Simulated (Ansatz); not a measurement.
The relaxed structure here is a generated cell of SrTiO3: the first start was made by placing the elements on the sites of a structure type, and the end was not matched to a known phase here, so it may be hypothetical. Known forms of SrTiO3 include space group No. 221.

One stationary structure of SrTiO3. Space group R3c (No. 161). The numbers are results of PBEsol (plane waves to 420 eV, PAW, scalar-relativistic; Ansatz, a quantum-chemistry and plane-wave program), not measurements.

```xyz
10
Lattice="2.7536 1.5898 4.4880 -2.7536 1.5898 4.4880 0.0000 -3.1796 4.4880" Properties=species:S:1:pos:R:3 pbc="T T T"
Ti     0.0000     0.0000     2.7886
Ti     0.0000     0.0000     9.5205
Sr     0.0000     0.0000    12.8734
Sr     0.0000     0.0000     6.1414
O      1.3007     0.9240     8.3150
O     -1.4506     0.6645     8.3150
O      0.1498    -1.5885     8.3150
O      1.4529    -0.6658    10.5590
O     -0.1498     1.5911    10.5590
O     -1.3030    -0.9253    10.5590
```

```json
{
  "volume_per_atom": "11.79 Å³",
  "band_gap": "2.12 eV, direct within 0.03 eV (at Γ) (no spin-orbit coupling)",
  "smallest_direct_gap": "2.13 eV at Γ",
  "shortest_distances": "O–Ti 1.91 Å; O–Sr 2.60 Å; O–O 2.75 Å; Sr–Ti 3.35 Å",
  "k-mesh": "7×7×7"
}
```

Band energies at high-symmetry points (eV from the VBM; labels of this space group; no spin-orbit coupling), from −5 eV up to 5.4 eV:

```json
[
 {"point": "Γ", "energies": "-4.53 -4.03 -4.03 -3.61 -3.61 -3.59 -2.70 -2.70 -2.67 -1.13 -1.11 -1.11 -0.32 -0.31 -0.31 -0.01 -0.01 -0.01 2.12 2.12 2.19 4.43 4.43 4.62 4.87 4.87"},
 {"point": "T", "energies": "-3.92 -3.92 -3.23 -3.23 -3.23 -3.23 -2.85 -2.85 -2.85 -2.85 -2.70 -2.70 -0.85 -0.85 -0.85 -0.85 -0.58 -0.58 3.55 3.55 3.61 3.61 3.61 3.61"},
 {"point": "H2", "energies": "-4.26 -4.26 -3.92 -3.92 -3.31 -3.31 -2.77 -2.77 -2.51 -2.51 -1.81 -1.81 -1.38 -1.38 -1.15 -1.15 -0.54 -0.54 3.18 3.18 3.94 3.94 4.10 4.10 5.38 5.38"},
 {"point": "H0", "energies": "-4.26 -4.26 -3.92 -3.92 -3.31 -3.31 -2.77 -2.77 -2.51 -2.51 -1.81 -1.81 -1.38 -1.38 -1.15 -1.15 -0.54 -0.54 3.18 3.18 3.94 3.94 4.10 4.10 5.38 5.38"},
 {"point": "L", "energies": "-3.97 -3.97 -3.32 -3.32 -3.24 -3.24 -2.92 -2.92 -2.80 -2.80 -2.59 -2.59 -0.91 -0.91 -0.69 -0.69 -0.55 -0.55 3.48 3.48 3.60 3.60 3.63 3.63"},
 {"point": "S0", "energies": "-4.33 -4.25 -4.08 -3.77 -3.34 -2.97 -2.89 -2.79 -2.72 -2.58 -1.65 -1.48 -1.41 -1.37 -1.34 -1.12 -0.83 -0.21 2.76 3.70 3.76 3.95 4.02 4.17 5.35"},
 {"point": "S2", "energies": "-4.33 -4.25 -4.08 -3.77 -3.34 -2.97 -2.89 -2.79 -2.72 -2.58 -1.65 -1.48 -1.41 -1.37 -1.34 -1.12 -0.83 -0.21 2.76 3.70 3.76 3.95 4.02 4.17 5.35"},
 {"point": "F", "energies": "-4.58 -4.42 -4.24 -4.05 -2.78 -2.77 -2.77 -2.75 -2.42 -2.24 -2.18 -2.00 -1.59 -1.44 -1.39 -0.65 -0.64 -0.01 2.28 3.88 3.92 3.98 4.05 4.36 4.77"}
]
```

No spin polarisation in the result.

The run could not lose the symmetry of its start: the end is stationary, and may be a saddle point rather than a minimum.

It was reached from a disturbed copy of a R-3c (No. 167) cell, against which it lies -482 meV/atom.
